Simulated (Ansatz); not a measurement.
## AlO2: which magnetic state is lowest?

Level of theory: DFT PBEsol, scalar-relativistic, plane waves, PAW in Ansatz 0.2.0.

```
CELL_PARAMETERS angstrom
1.48816 -5.40283 0.00000
1.48816 5.40283 0.00000
0.00000 0.00000 3.64661
ATOMIC_POSITIONS crystal
Al 0.33187 0.66813 0.25000
Al 0.66813 0.33187 0.75000
O 0.70582 0.29418 0.25000
O 0.29418 0.70582 0.75000
O 0.93893 0.06107 0.25000
O 0.06107 0.93893 0.75000
```

```
plane-wave cutoff                               : 420 eV
Γ-centred k-mesh                                : 12×12×10
occupation rule                                 : Gaussian smearing, 0.1 eV
list of starting moments (μB, in atom order)    : 0 0 0 0 1 1
check for lower electronic states after the SCF : off
```

Each order was relaxed in cell and atoms. Site moments are spin moments in atom-centred spheres that scale with the neighbour distance. The states are those that the runs reached from these starts; a lower one can exist. No antiferromagnetic start is among these.

Task: Order the starts by the energy of the state that they reach, lowest first.
A. ferromagnetic
B. no spin

Result: B (0.00 meV/atom), A (95.5 meV/atom).

| start | ends | energy above lowest (meV/atom) | site moments (μB) | gap on mesh (eV) | volume (Å³/atom) |
| --- | --- | --- | --- | --- | --- |
| no spin | non-magnetic | 0.00 | none over 0.05 | metal | 8.60 |
| ferromagnetic | ferromagnetic | 95.5 | O +0.09 (×2), O +0.72 (×2) | metal | 9.38 |

Cost: 2 runs of about 13 core-minutes in all, on Intel Xeon Processor @ 2.70GHz (shared hosts).